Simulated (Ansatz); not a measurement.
**Notes on La₂Cu₂Se₂O₃**

```
La Cu O Se
1.0
     0.00000    4.09468    0.00000
     4.09468    0.00000    0.00000
     2.04734    2.04734   -9.26848
La Cu O Se
2 2 3 2
Cartesian
  4.0947 4.0947 -5.8681
  2.0473 2.0473 -3.4004
  2.0473 0.0000 0.0000
  0.0000 2.0473 0.0000
  4.0947 2.0473 -4.6342
  2.0473 4.0947 -4.6342
  2.0473 2.0473 0.0000
  2.0473 2.0473 -7.5045
  4.0947 4.0947 -1.7640
```

Level: PBE, no spin polarisation; 420 eV; 9×9×9 Γ-centred mesh; fermi-dirac occupations (width 0.1 eV); Ansatz 0.2.0, fixed geometry.

Question: Is there a gap?

Answer: It is a metal, with about 7.5 states/eV a cell as the mean within 0.25 eV of the Fermi level, mostly Se p (42 %), Cu d (34 %) and O p (14 %).

Question: What is the formation energy?

Answer: -1.78 eV an atom against the elements' usual phases (free molecules for gases, crystals otherwise, with no correction for O₂ or N₂), so it is bound against them; other compounds may still compete. Relaxing would lower it.

Question: Where is the largest force?

Answer: The largest is on La1 (and as large on other atoms): 0.09 eV/Å, components (0.00, 0.00, -0.09). It makes 121° with the line to a nearest neighbour, O5 at 2.39 Å.

Question: What do density and ELF say about some of the short contacts?

Answer: Cu–O at 2.05 Å: least valence density 0.50 e/Å³ and ELF 0.18 there. La–O at 2.39 Å: least valence density 0.44 e/Å³ and ELF 0.22 there. Se–Cu at 2.70 Å: least valence density 0.26 e/Å³ and ELF 0.21 there. Both are smooth PAW fields, read partly inside the augmentation spheres.

Origin: a known structure type with other elements, at an estimated volume, so it need not be a known compound. Caveats: many states at the Fermi level without spin polarisation, so a magnetic state may lie lower; f levels without a U or exact exchange are poorly placed.
